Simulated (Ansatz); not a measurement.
**As, first-principles data**

As:
```
CELL_PARAMETERS angstrom
     -3.45357     3.45357     3.45357
      3.45357    -3.45357     3.45357
      3.45357     3.45357    -3.45357
ATOMIC_POSITIONS crystal
  As 0.00000 0.25000 0.50000
  As 0.25000 0.50000 0.00000
  As 0.50000 0.00000 0.25000
  As 0.25000 0.25000 0.25000
```

Space group I4_132 (No. 214); conventional cell a = b = c = 6.9071 Å, α = β = γ = 90.00°.

Method: PBEsol in the plane-wave PAW code Ansatz. Structure relaxed to zero pressure with the same functional. Other levels are named where they apply.

**Cell and energy**

```
Quantity              Value
---------------  ----------
Volume per atom    41.19 Å³
Density          3.02 g/cm³
```

**Electronic structure**

```
Quantity                                                                     Value
------------------------------------  --------------------------------------------
Electronic character                                             metallic (no gap)
Density of states at the Fermi level  0.51 states/eV per atom (mean over ±0.08 eV)
Gap with spin–orbit coupling                                       none (metallic)
```

**Mechanics**

```
Quantity                               Value
----------------------------------  --------
Bulk modulus (Birch–Murnaghan fit)  32.4 GPa
Pressure derivative B′                   3.3
```

**Phonons**

```
Property                                                Result
-----------------------------  -------------------------------
Highest zone-centre frequency                        193 cm^-1
Zone-centre stability          unstable, softest mode 81i cm⁻¹
```

The start of the workflow was typed in or built on a structure type; neither database checked (COD, Materials Project) lists it. It is not the phase usual at ambient conditions (space group No. 166). The cell was relaxed with PBEsol under the symmetry of its start. The volume moved by 54 % from the start of the relaxation. As this level gives no gap, phonon frequencies hold no LO–TO term and depend on the k-mesh and smearing (Fermi–Dirac, 0.1 eV here). Spin–orbit coupling is left out wherever it is not named.

Potentials: the later of the program's two PAW sets.
